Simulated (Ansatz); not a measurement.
Input and command of a plane-wave DFT calculation in Ansatz:

```yaml
crystal:
  lattice:
    - [4.942, 0.0, 0.0]
    - [0.0, 4.942, 0.0]
    - [0.0, 0.0, 4.942]
  atoms:
    - { symbol: Zr, position: [0.0, 0.0, 0.0] }
    - { symbol: Zr, position: [0.5, 0.5, 0.5] }
    - { symbol: Mo, position: [0.25, 0.0, 0.5] }
    - { symbol: Mo, position: [0.5, 0.75, 0.0] }
    - { symbol: Mo, position: [0.75, 0.0, 0.5] }
    - { symbol: Mo, position: [0.5, 0.25, 0.0] }
    - { symbol: Mo, position: [0.0, 0.5, 0.75] }
    - { symbol: Mo, position: [0.0, 0.5, 0.25] }
basis:
  ecutwfc: 500
kpoints:
  mp_grid: { grid: [4, 4, 4] }
hamiltonian:
  xc: r2scan
scf:
  occupations: { method: gaussian, width: 0.1 }
  lower_state_search: "off"
output:
  forces: true
  stress: true
  eigenvalues: true
```

```bash
ansatz run input.yaml --threads 1 --pin off --max-ram 2560MiB --backend cpu --events-out ev --progress --plain --runs-dir out
```

Processor: Intel(R) Xeon(R) Platinum 8375C CPU @ 2.90GHz (Ice Lake), 1 thread, on a host shared with other jobs.

Task: Estimate time, memory and problem size.

Result: About 10 s on 1 thread of Intel(R) Xeon(R) Platinum 8375C CPU @ 2.90GHz (Ice Lake) (shared host), peak memory 0.75 GiB. It solves 65 bands at 10 k points (the mesh reduced by the symmetry that the task leaves, which can be less than the crystal's) with about 3071 plane waves, in 7 SCF iterations.
